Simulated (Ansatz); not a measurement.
A geometry of La away from equilibrium: step 4 of the relaxation of a relaxed La cell displaced along its unstable phonon at q = (½, ½, ½) of its primitive reciprocal cell (43i cm⁻¹), largest move 0.15 Å. All values below come from PBEsol (plane waves to 420 eV, PAW, scalar-relativistic; Ansatz, an electronic-structure program). Γ-centred k-mesh 10×10×10 on the run's cell (coarser than for final values), Fermi–Dirac smearing 0.05 eV. The plane waves were selected for a different cell earlier on the path.

```yaml
crystal:
  lattice:
    - [-4.40588, 4.40588, 6.75301]
    - [0.00000, 0.00000, 6.75301]
    - [0.00000, 4.40588, 0.00000]
  atoms:
    - { symbol: La, position: [0.00000, 0.63397, 0.00000] }
    - { symbol: La, position: [0.50000, 0.83189, 0.00000] }
    - { symbol: La, position: [0.00000, 0.16811, 0.00000] }
    - { symbol: La, position: [0.50000, 0.36603, 0.00000] }
```

**Question.** What forces act on the atoms (eV/Å)?

**Answer.** 
```tsv
atom	Fx	Fy	Fz
La1	0.00	0.00	-0.32
La2	0.00	0.00	0.75
La3	0.00	0.00	-0.75
La4	0.00	0.00	0.32
```

The path ends in P4/nmm (No. 129). No spin polarisation in the result.

The run could not lose the symmetry of its start: the end is stationary, and may be a saddle point rather than a minimum.

The end of the path is a generated cell of La: the first start was made by placing the elements on the sites of a structure type, and the end was not matched to a known phase here, so it may be hypothetical. Known forms of La include space group No. 194.
